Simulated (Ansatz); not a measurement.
## How much do the gradients of Na₈MgMn₂O₈ depend on the method?

Cell: a computed structure from the Materials Project (it need not be an observed phase), taken as it stands.

```
CELL_PARAMETERS angstrom
5.89579 0.00000 0.00000
1.96759 5.59153 0.00000
1.96638 2.23238 8.28979
ATOMIC_POSITIONS crystal
Na 0.99786 0.45218 0.13244
Na 0.48156 0.94622 0.17205
Na 0.47764 0.36505 0.30695
Na 0.01172 0.79397 0.37001
Na 0.96266 0.31443 0.53460
Na 0.36262 0.05856 0.68167
Na 0.02396 0.60040 0.76365
Na 0.56313 0.24386 0.85264
Mg 0.56923 0.63142 0.96070
Mn 0.46332 0.67464 0.52033
Mn 0.99288 0.99750 0.01303
O 0.71122 0.26136 0.07419
O 0.25108 0.70968 0.10524
O 0.23173 0.99034 0.46460
O 0.72859 0.58440 0.35882
O 0.27179 0.46829 0.54081
O 0.59749 0.64536 0.72466
O 0.19593 0.20078 0.92589
O 0.79713 0.83047 0.95284
```

Sites (sets of like atoms) are named by element and the number of their first atom in this list.

First run. The numbers come from a DFT calculation in Ansatz (PBE, plane waves and PAW, scalar-relativistic, collinear spin, 420 eV cutoff, Γ-centred 4×4×3 k-points, Fermi–Dirac smearing 0.02 eV). Start moments as typed (μB): 0 0 0 0 0 0 0 0 0 4 -4 0 0 0 0 0 0 0 0 by atom.

```csv
site,atom,V_zz (10²¹ V/m²),η,m (μB)
Na1,1,1.20,0.57,0.00
Na2,2,0.55,0.71,0.00
Na4,4,-1.77,0.26,0.00
Mg,9,-1.24,0.43,0.00
Mn10,10,6.52,0.98,2.95
Mn11,11,4.38,0.59,-2.94
O12,12,4.45,0.86,-0.04
O13,13,4.38,0.95,-0.04
O14,14,3.84,0.64,0.06
O15,15,3.75,0.75,0.07
O16,16,6.32,0.26,0.05
O17,17,2.52,0.11,0.08
O18,18,-4.74,0.88,-0.07
O19,19,4.05,0.92,-0.06
```

Second run. The same atoms and settings, except that a Hubbard term is added (U = 3.9 eV on Mn d).

Question: What does the second run give?

Answer: 

```tsv
site	atom	V_zz	η	change of V_zz	m (μB)
Na1	1	1.23	0.48	+0.03	0.00
Na2	2	0.52	0.70	-0.03	0.00
Na4	4	-1.82	0.22	-0.05	0.00
Mg	9	-1.26	0.44	-0.02	0.00
Mn10	10	6.52	0.80	0.00	3.24
Mn11	11	5.22	0.47	+0.84	-3.21
O12	12	4.82	0.79	+0.37	0.01
O13	13	4.86	0.83	+0.48	0.01
O14	14	4.55	0.50	+0.71	-0.01
O15	15	4.26	0.68	+0.51	0.00
O16	16	7.19	0.24	+0.87	-0.03
O17	17	2.36	0.19	-0.16	0.04
O18	18	5.62	0.89	–	0.01
O19	19	4.30	0.90	+0.25	-0.01
```

The largest change of V_zz along a kept axis is on O16, from 6.32 to 7.19. In per cent, |V_zz| changes by -5 to +3 on Na, +1 on Mg, 0 to +19 on Mn, -6 to +18 on O (all sites that start above 0.5, bar those whose gradient vanishes or changes sign or whose main axis turns by over 40°). Where |V_zz| stays above 0.1 and the axes keep their order, η moves most on Mn10, from 0.98 to 0.80. On O18 the largest principal value lies along another axis in the second run, so the two V_zz can't be compared directly. The table leaves out 5 of the 19 sites, with |V_zz| up to 2.71; their tensors move by 0.07 at most along any direction. The statements above cover all sites. The absolute magnetisation of the cell goes from 8.2 to 8.8 μB.

The magnetic order is the one that the run reached from its start moments, not necessarily the measured one.
For the first run: The largest force is 0.7 eV/Å, so the atoms aren't at the calculated equilibrium and relaxing them would move these values. With a gap of 0.16 eV under a smearing of 0.02 eV the band edges are partly filled, so small gradients can hang on the smearing and the k-mesh.
For the second run: With a gap of 0.9 eV on this mesh, small gradients can still move by 0.1 × 10²¹ V/m² or more as the k-mesh gets denser.
